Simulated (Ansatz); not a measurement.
The numbers come from plane-wave PAW DFT (Ansatz): PBE, no spin polarisation, 420 eV, 6×6×6 Γ-centred k points, fermi-dirac occupations (width 0.1 eV). Nothing was relaxed.

Computed maps in the lattice plane spanned by b (left to right, 6.11 Å, 19 points from zero) and c (bottom to top, 6.11 Å, 19 points from zero), 90° apart, at height 0.000 along a. The fields are smooth PAW ones with compensation charges, not the true ones near nuclei.

Valence density. Digits on a logarithmic scale: 0 up to 0.03 e/Å³, each further digit a factor of 1.6, 9 from 1.3 e/Å³ up:
```
9996334799997433699
9974224589985422479
7643223456654322346
4322122334433221223
3322212233332212223
5443222345543222344
8754323578875323457
9985334799997433589
9996435899998534699
9996435899998534699
9985334799997433589
8754323578875323457
5443222345543222344
3322212233332212223
4322122334433221223
7643223456654322346
9974224589985422479
9996334799997433699
9997435899998534799
```

ELF. Ten even steps from '0' (0.05) to '9' (0.88):
```
8996001257752100699
9982001124421100289
7620012111111210026
0000012111111210000
0001110000000011100
1112200012210002211
2211100389983001112
6521101899998101125
9741102997799201147
9741102997799201147
6521101899998101125
2211100389983001112
1112200012210002211
0001110000000011100
0000012111111210000
7620012111111210026
9982001124421100289
8996001257752100699
5897001269962100798
```

Problem. The cell is K4MnFe3. Which atoms lie within 0.2 Å of this plane, and where (fractions of b and c)?

Solution. K at (0.00, 0.00), K at (0.50, 0.50), Fe at (0.50, 0.00), Fe at (0.00, 0.50). The whole cell:
```
K Fe Mn
1.0
     6.10742    0.00000    0.00000
     0.00000    6.10742    0.00000
     0.00000    0.00000    6.10742
K Fe Mn
4 3 1
Direct
  0.00000 0.00000 0.00000
  0.50000 0.50000 0.00000
  0.50000 0.00000 0.50000
  0.00000 0.50000 0.50000
  0.00000 0.50000 0.00000
  0.00000 0.00000 0.50000
  0.50000 0.00000 0.00000
  0.50000 0.50000 0.50000
```

Origin: a known structure type with other elements, at an estimated volume, so it need not be a known compound. Caveats: no spin polarisation, so a magnetic state may lie lower.
